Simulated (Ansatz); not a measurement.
An elastic tensor (GPa, Voigt order, standard axes) from PBEsol (plane waves, PAW; program Ansatz):

```tsv
	1	2	3	4	5	6
1	336	188	188	0.0	0.0	0.0
2	188	336	188	0.0	0.0	0.0
3	188	188	336	0.0	0.0	0.0
4	0.0	0.0	0.0	85.5	0.0	0.0
5	0.0	0.0	0.0	0.0	85.5	0.0
6	0.0	0.0	0.0	0.0	0.0	85.5
```

**Question.** Which of these materials gives this?
A) GaBi, zinc blende
B) WC, rock salt
C) InP, zinc blende
D) TaC, zinc blende

**Answer.** D, TaC, zinc blende

Space group F-43m (zinc blende). The start of the workflow was typed in or built on a structure type; neither database checked (COD, Materials Project) lists it. It is not the phase usual at ambient conditions (space group No. 225). Symmetry was held in the PBEsol relaxation; whether a distortion lowers the energy is not shown. No spin polarisation was allowed. As this level gives no gap, shear constants depend on the k-mesh and smearing (Fermi–Dirac, 0.1 eV here). Scalar-relativistic: spin–orbit coupling is off unless named, which matters more the heavier the elements.

Potentials: the later of the program's two PAW sets.
